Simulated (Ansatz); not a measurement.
Here is the system:

Relaxed WSi2 (MoSi2 type, space group I4/mmm):

```yaml
crystal:
  lattice:
    - [-1.60576, 1.60576, 3.90206]
    - [1.60576, -1.60576, 3.90206]
    - [1.60576, 1.60576, -3.90206]
  atoms:
    - { symbol: W, position: [0.00000, 0.00000, 0.00000] }
    - { symbol: Si, position: [0.33486, 0.33486, 0.00000] }
    - { symbol: Si, position: [0.66514, 0.66514, 0.00000] }
```

Two-dimensional scan of atom 1 (W, nearest neighbour Si at 2.611 Å; its periodic images, 3.2 Å or more away, move with it): u runs along (0.707, 0.707, 0.000), v along (0.000, 0.000, 1.000) (Cartesian). Cell and other atoms are fixed.

These are r2SCAN (plane waves to 500 eV, PAW, scalar-relativistic; Ansatz, a first-principles code) values and carry that method's errors. k mesh 16×16×16 (Γ-centred), Fermi-Dirac smearing 0.05 eV. E stands for the smeared free energy. With partly filled bands, energies and forces of such displacements shift with the k mesh and the smearing. Spin-orbit coupling is left out, though W is heavy. WSi2 is run without spin polarisation. WSi2 was relaxed with its symmetry unable to fall. ΔE is measured from the undisplaced structure. Axes are in Å.

The scan covers u from -0.390 to 0.390 Å in 5 points and v from -0.390 to 0.390 Å in 5 points.

Q: In which direction of the plane is the atom held most weakly?

A: Along u.

Q: What are the two principal curvatures of the energy at the centre?

A: 11.2 and 15.3 eV/Å².

(A displaced cell: forces are minus the slopes of the energy, force constants its curvatures, and phonons follow from these.)
